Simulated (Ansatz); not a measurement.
VPt2:
```
CELL_PARAMETERS angstrom
     -1.35371     1.89224     4.15008
      1.35371    -1.89224     4.15008
      1.35371     1.89224    -4.15008
ATOMIC_POSITIONS crystal
  V  0.00000 0.00000 0.00000
  Pt 0.66079 0.66079 0.00000
  Pt 0.33921 0.33921 0.00000
```

Relaxed with PBEsol. Special points in fractions of this cell's reciprocal vectors: Γ (0.000, 0.000, 0.000); X (0.500, 0.500, -0.500); F2 (0.277, 0.723, -0.277); Σ0 (-0.277, 0.277, 0.277); Y0 (0.302, -0.302, 0.302); U0 (0.698, 0.302, -0.302); R (0.000, 0.500, 0.000); W (0.250, 0.250, 0.250); S (0.500, 0.000, 0.000); T (0.000, 0.000, 0.500).

Task: List the band energies nearest the Fermi level at these points for plane-wave PAW PBEsol with spin–orbit coupling (Ansatz code).

Result: In eV from the Fermi level; about four levels below and three above (degenerate sets whole), none deeper than 8.9 eV; points with the same levels are listed once.

```json
[
 {"k": "Γ", "below": "-0.97 -0.97 -0.76 -0.76", "above": "0.05 0.05 1.03 1.03"},
 {"k": "X", "below": "-0.81 -0.81 -0.28 -0.28", "above": "1.36 1.36 1.58 1.58"},
 {"k": "F2", "below": "-1.10 -1.10 -0.55 -0.55", "above": "0.67 0.67 0.91 0.91"},
 {"k": "Y0", "below": "-0.73 -0.73 -0.38 -0.38", "above": "0.84 0.84 1.08 1.08"},
 {"k": "R", "below": "-1.86 -1.86 -1.17 -1.17", "above": "0.37 0.37 0.80 0.80"},
 {"k": "W", "below": "-1.01 -1.01 -0.70 -0.70", "above": "0.54 0.54 1.05 1.05"},
 {"k": "S", "below": "-0.55 -0.55 -0.35 -0.35", "above": "0.97 0.97 1.31 1.31"},
 {"k": "T", "below": "-0.40 -0.40 -0.06 -0.06", "above": "0.09 0.09 0.80 0.80"}
]
```

Space group Immm. The workflow started from a Materials Project entry (that database holds measured and hypothetical structures alike); the Crystallography Open Database files this formula in space group No. 71, but the cells were not matched. Its standing as an ambient phase is unchecked. The cell was relaxed with PBEsol under the symmetry of its start; of distortions, only those at the zone centre were tested. The run is not spin-polarised.

Potentials: the later of the program's two PAW sets.
